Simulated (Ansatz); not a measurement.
# Pd (fcc, Cu type), energy over volume and axial ratio

Pd (fcc, Cu type)

```
Pd
1.0
    0.00000     1.97130     1.97130
    1.97130     0.00000     1.97130
    1.97130     1.97130     0.00000
Pd
1
Direct
  0.00000   0.00000   0.00000
```

Two coordinates are scanned: the volume, and the ratio of the stretch along z (the conventional c axis) to the stretch across it. Atoms keep their fractional coordinates.

Calculation: PBE (plane waves to 420 eV, PAW, scalar-relativistic; Ansatz, a quantum-chemistry and plane-wave program). k mesh 20×20×20 (Γ-centred), Fermi-Dirac smearing 0.05 eV. The energy includes the smearing's −TS. Compression counts positive. With partly filled bands, the response to shear is sensitive to the k mesh, so small differences along c/a are uncertain. Pd is run without spin polarisation. Pd was relaxed with its symmetry unable to fall. The PAW data are Ansatz's earlier set. The zero of ΔE is the relaxed starting cell.

ΔE (meV/atom), with V/V₀ across and (c/a)/(c/a)₀ down:

```csv
(c/a)/(c/a)₀ \ V/V₀,0.960,0.980,1.000,1.020,1.040
0.920,23,12,8,10,18
0.960,17,6,2,5,14
1.000,14,3,0,3,12
1.040,17,6,3,6,14
1.080,27,15,11,13,21
```

σzz (GPa), with V/V₀ across and (c/a)/(c/a)₀ down:

```tsv
(c/a)/(c/a)₀ \ V/V₀	0.960	0.980	1.000	1.020	1.040
0.920	9.9	5.6	1.8	-1.5	-4.4
0.960	9.0	4.8	1.1	-2.1	-5.0
1.000	7.7	3.6	0.0	-3.1	-5.9
1.040	6.0	2.1	-1.4	-4.4	-7.0
1.080	4.4	0.6	-2.7	-5.6	-8.1
```

Read from the data:

Lowest place on the grid: V/V₀ = 1.000, (c/a)/(c/a)₀ = 1.000 (0 meV/atom). Highest place on the grid: V/V₀ = 0.960, (c/a)/(c/a)₀ = 1.080 (27 meV/atom).

The 25 points together took very roughly 7 core-minutes.

(A scan under strain: stresses follow from slopes of the energy per volume, elastic moduli from its curvatures.)
